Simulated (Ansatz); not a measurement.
Cu Kα1 powder pattern (kinematic, no thermal factors).
| 2θ (°) | relative intensity |
| --- | --- |
| 11.59 | 1 |
| 12.36 | 100 |
| 26.99 | 6 |
| 27.05 | 3 |
| 29.79 | 57 |
| 29.85 | 28 |
| 37.03 | 33 |
| 37.04 | 14 |
| 37.07 | 7 |
| 37.09 | 16 |
| 37.70 | 1 |
| 46.97 | 2 |
| 46.98 | 21 |
| 47.00 | 10 |
| 47.65 | 10 |
| 47.76 | 20 |
| 49.42 | 7 |
| 49.53 | 6 |
| 49.54 | 7 |
| 51.03 | 6 |
| 57.25 | 9 |
| 57.37 | 5 |
| 58.67 | 4 |
| 58.69 | 2 |
| 61.86 | 3 |
| 61.87 | 7 |
| 61.98 | 4 |
| 62.01 | 2 |
| 65.15 | 3 |
| 69.17 | 7 |
| 69.31 | 3 |
| 71.86 | 2 |
| 71.91 | 1 |
| 72.39 | 4 |
| 72.46 | 4 |
| 72.49 | 4 |
| 77.57 | 4 |
| 77.71 | 4 |
| 77.81 | 4 |
| 78.85 | 2 |
| 81.62 | 3 |
| 81.63 | 1 |
| 81.75 | 3 |
| 81.78 | 1 |
| 81.84 | 2 |
| 81.86 | 3 |
| 84.61 | 3 |
| 84.68 | 3 |
| 84.72 | 3 |
| 86.77 | 4 |
| 86.82 | 2 |
| 88.30 | 4 |
| 88.45 | 4 |
| 88.50 | 4 |
| 88.88 | 3 |
| 89.13 | 2 |

The pattern is computed from a structure relaxed with DFT PBE, scalar-relativistic, plane waves, PAW in Ansatz 0.2.0. No spin polarisation. Its elements are Hf, Se, Sn.

Question: Give the structure.

Answer: Hf$_{3}$SnSe$_{8}$.
Space group P2/m (No. 10). a = 6.586 Å, b = 7.628 Å, c = 7.153 Å, α = 90.00°, β = 90.03°, γ = 90.00°
```csv
atom,site,symmetry,x,y,z
Hf,2i,2,0.0000,0.2469,0.0000
Hf,1d,2/m,0.5000,0.0000,0.0000
Sn,1e,2/m,0.5000,0.5000,0.0000
Se,2m,m,0.8325,0.0000,0.2205
Se,4o,1,0.3299,0.2441,0.2220
Se,2n,m,0.8403,0.5000,0.2204
```

A pattern alone doesn't exclude other cells with like lines; this is the one computed.

The cell was found from a structure generator's guess, not taken from experiment. No dispersion correction is applied, so the spacing between layers, chains or molecules is poorly fixed.
